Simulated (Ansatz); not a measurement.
SnSe$_{2}$:
```
CELL_PARAMETERS angstrom
      3.84059     0.00000     0.00000
     -1.92030     3.32605     0.00000
      0.00000     0.00000     6.00827
ATOMIC_POSITIONS crystal
  Sn 0.00000 0.00000 0.00000
  Se 0.33333 0.66667 0.26512
  Se 0.66667 0.33333 0.73488
```

Relaxed with PBE+D3(BJ).

Question: Give the Bader charges and basin volumes of the independent atoms, PBE+D3(BJ) in the plane-wave PAW code Ansatz.

Answer: 

```csv
atom,Bader charge (e),Bader volume (Å³)
Sn1,+1.23,17.5
Se2,-0.61,29.6
```

Space group P-3m1 (CdI2 type). Symmetry was held in the PBE+D3(BJ) relaxation. Spin–orbit coupling is left out wherever it is not named.

Potentials: the later of the program's two PAW sets.
